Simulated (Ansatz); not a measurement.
LaB₆ (CaB6 type, space group Pm-3m)

```xyz
7
Lattice="4.1299 0.0000 0.0000 0.0000 4.1299 0.0000 0.0000 0.0000 4.1299" Properties=species:S:1:pos:R:3 pbc="T T T"
La     0.0000     0.0000     0.0000
B      0.8244     2.0649     2.0649
B      3.3055     2.0649     2.0649
B      2.0649     2.0649     0.8244
B      2.0649     2.0649     3.3055
B      2.0649     0.8244     2.0649
B      2.0649     3.3055     2.0649
```

This relaxed cell (volume V₀) is scaled evenly in all directions, its shape held. The atoms relax within the cell's symmetry.

Computed with PBEsol (plane waves to 420 eV, PAW, scalar-relativistic; Ansatz, a first-principles code). k mesh 11×11×11 (Γ-centred), Fermi-Dirac smearing 0.05 eV. The energy includes the smearing's −TS. Compression counts positive. LaB6 is run without spin polarisation. LaB6 was relaxed with its symmetry unable to fall. The zero of ΔE is the relaxed starting cell. The last digit holds for this mesh only.

```tsv
V (Å³/atom)	ΔE (meV/atom)
9.459	22.4
9.580	14.1
9.701	7.8
9.821	3.4
9.942	0.8
10.063	0.0
10.184	0.8
10.304	withheld
10.425	6.9
10.546	12.1
10.667	18.6
```

Problem. Fit a third-order Birch-Murnaghan form (E₀, V₀, B₀, B₀′ free) to the given rows and predict ΔE at V = 10.304.

Solution. Least squares on the 10 given rows: ΔE = E₀ + (9V₀B₀/16)·y²·[2 + (B₀′ − 4)y], y = (V₀/V)^(2/3) − 1, with V₀ = 10.064 Å³/atom, B₀ = 180.2 GPa (160.2 GPa = 1 eV/Å³; the term in eV is multiplied by 1000), B₀′ = 3.48, E₀ = -0.01 meV/atom; root-mean-square residual 0.02 meV/atom. At 10.304 the fit gives 3.1 meV/atom; the calculation gives 3.1 meV/atom, the same to the digits shown. For the pressure the fit gives -4.1 GPa against the computed -4.1 GPa.

(Under strain, the slope of the energy per volume gives the stress and its curvature an elastic modulus.)
